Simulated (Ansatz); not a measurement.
This guess for Si₂Ge₃ is about to be relaxed.

```yaml
crystal:
  lattice:
    - [3.77972, 0.00000, 0.00000]
    - [0.00000, 3.84924, 0.00000]
    - [0.00000, 0.00000, 7.35129]
  atoms:
    - { symbol: Si, position: [0.00000, 0.50000, 0.36466] }
    - { symbol: Si, position: [0.00000, 0.50000, 0.63534] }
    - { symbol: Ge, position: [0.50000, 0.50000, 0.00000] }
    - { symbol: Ge, position: [0.00000, 0.00000, 0.81276] }
    - { symbol: Ge, position: [0.00000, 0.00000, 0.18724] }
```

These are results of DFT PBE, scalar-relativistic, plane waves, PAW (Ansatz 0.2.0), not measurements. Cutoff 420 eV, Gaussian smearing, Γ-centred meshes. Cell and atoms relax first on a coarse mesh and then on a finer one. In between, the cell is made exact in the group found at 0.06 Å. In metals the finer mesh still leaves noise of several meV/atom or more. The steps can't lower the symmetry of their start. No spin polarisation.

A guess keeps its type if space group and coordination stay and the shape of the cell changes little (axis ratios within about 15 %, angles within 6°); the volume may change.

Problem. Does this structure survive the relaxation?

Solution. It doesn't keep its type. The symmetry stays Pmmm (No. 47). The volume per atom shrinks by 7.6 %, from 21.4 to 19.8 Å³. The shortest distance goes from 1.99 Å (Si–Si) to 2.39 Å (Si–Si). Counting neighbours within 15 % of an atom's shortest distance, the start has Ge 2/12, Si 1 and the end Ge 4/10, Si 5. In detail, at the end Si has 1 Si at 2.39 Å, 2 Ge at 2.52 Å, 2 Si at 2.68 Å and 2 Ge at 3.46 Å; Ge on a site of symmetry mmm is surrounded by 2 Ge at 2.68 Å, 8 Ge at 3.08 Å and 4 Si at 3.46 Å; Ge on a site of symmetry mm2 is surrounded by 2 Si at 2.52 Å, 2 Ge at 2.68 Å and 4 Ge at 3.08 Å.

```
CELL_PARAMETERS angstrom
2.67516 0.00000 0.00000
0.00000 4.21627 0.00000
0.00000 0.00000 8.76553
ATOMIC_POSITIONS crystal
Si 0.00000 0.50000 0.36344
Si 0.00000 0.50000 0.63656
Ge 0.50000 0.50000 0.00000
Ge 0.00000 0.00000 0.79508
Ge 0.00000 0.00000 0.20492
```

The last run used a 14×10×4 mesh (in the run's order of axes) for its 5-atom cell and Gaussian smearing of 0.10 eV. Weakly bound directions are ill-defined at this level, which has no dispersion term. A structure relaxed within its symmetry needn't be a true minimum. Another cell of Si2Ge3 relaxed alike, in P-3m1, lies 48 meV/atom lower, so this cell isn't the stable form at this level.

In counts of neighbours, a slash parts the counts of unlike sites.
